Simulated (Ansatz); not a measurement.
# GaSb (F-43m): from strained cells to moduli

```yaml
crystal:
  lattice:
    - [0.00000, 3.02526, 3.02526]
    - [3.02526, 0.00000, 3.02526]
    - [3.02526, 3.02526, 0.00000]
  atoms:
    - { symbol: Ga, position: [0.00000, 0.00000, 0.00000] }
    - { symbol: Sb, position: [0.75000, 0.75000, 0.75000] }
```

Conventional cell: a = 6.051 Å, b = 6.051 Å, c = 6.051 Å, α = 90.00°, β = 90.00°, γ = 90.00°. Ga (atom 1) has 4 Sb at 2.62 Å as nearest neighbours. Around Sb (atom 2) lie 4 Ga at 2.62 Å.

Unless marked otherwise, the numbers come from LDA, all-electron LAPW in Ansatz 0.2.0, scalar-relativistic. k mesh 12×12×12, Fermi-Dirac smearing of 0.080 eV, basis error target 0.5 meV/atom. The cell was relaxed by PAW under this functional.

The cell is cubic and carries a residual pressure of -0.01 GPa at this level. Each strain component that symmetry leaves independent is applied at ±0.003 and ±0.006, the ions relax wherever a strain frees them, and the stress (tension positive, GPa) is read. Shears are engineering strains, γ = 2ε.

| strain | size | σxx | σyy | σzz | σyz | σxz | σxy |
| --- | --- | --- | --- | --- | --- | --- | --- |
| xx | -0.006 | -0.5083 | -0.2307 | -0.2307 | 0.0000 | 0.0000 | 0.0000 |
| xx | -0.003 | -0.2462 | -0.1070 | -0.1070 | 0.0000 | 0.0000 | 0.0000 |
| xx | +0.003 | 0.2716 | 0.1316 | 0.1316 | 0.0000 | 0.0000 | 0.0000 |
| xx | +0.006 | 0.5274 | 0.2466 | 0.2466 | 0.0000 | 0.0000 | 0.0000 |
| yz | -0.006 | 0.0139 | 0.0123 | 0.0123 | -0.2491 | 0.0000 | 0.0000 |
| yz | -0.003 | 0.0138 | 0.0134 | 0.0134 | -0.1246 | 0.0000 | 0.0000 |
| yz | +0.003 | 0.0138 | 0.0134 | 0.0134 | 0.1246 | 0.0000 | 0.0000 |
| yz | +0.006 | 0.0139 | 0.0123 | 0.0123 | 0.2491 | 0.0000 | 0.0000 |

The slope is [8(σ(+δ) − σ(−δ)) − (σ(+2δ) − σ(−2δ))]/(12δ), and the program imposes the crystal's symmetry on the matrix.

(1) What are the independent elastic constants?

(2) Do they meet the Born conditions?

(3) What moduli does a random aggregate of grains have?

(4) With the density of 5.742 g/cm³, how fast does sound travel, and what Debye temperature follows?

(5) How far do the constants move if PAW replaces LAPW in the same cell?

## Answers

(1) C11 = 86.3, C12 = 39.8, C44 = 41.5 GPa.

(2) C11 − C12 = 46.5, C11 + 2C12 = 165.8 and C44 = 41.5 GPa must all be positive, so the crystal is elastically stable; that says nothing yet of its phonons.

(3) B = (C11 + 2C12)/3 = 55.3 GPa. G_V = (C11 − C12 + 3C44)/5 = 34.2 and G_R = 5(C11 − C12)C44/(4C44 + 3(C11 − C12)) = 31.6, so G_H = 32.9 GPa. Then E = 9BG/(3B + G) = 82.4 GPa, ν = (3B − 2G)/(6B + 2G) = 0.252 and B/G = 1.68, on the brittle side of Pugh's 1.75 (a rule of thumb).

(4) 

```json
{"direction": "[100]", "slow (m/s)": "2689", "middle (m/s)": "2689", "fast (m/s)": "3877"}
{"direction": "[110]", "slow (m/s)": "2013", "middle (m/s)": "2689", "fast (m/s)": "4267"}
{"direction": "[111]", "slow (m/s)": "2261", "middle (m/s)": "2261", "fast (m/s)": "4390"}
```

The mean of v⁻³ over directions and branches gives v_m = 2641 m/s and θ_D = (ħ/k_B) v_m (6π²n)^(1/3) = 260 K, n being atoms per volume. Young's modulus spans 61 to 100 GPa over directions, and the universal anisotropy index is 0.41.

(5) 

| constant | LAPW (GPa) | PAW (GPa) | difference |
| --- | --- | --- | --- |
| C11 | 86.3 | 86.2 | -0.1 |
| C12 | 39.8 | 39.7 | -0.1 |
| C44 | 41.5 | 41.5 | 0.0 |

Keep in mind: the gap is so small that the run used smearing, and responses move with mesh and smearing; the frozen-core PAW files of the compared runs were fitted under PBE, their cores solved anew for this functional.
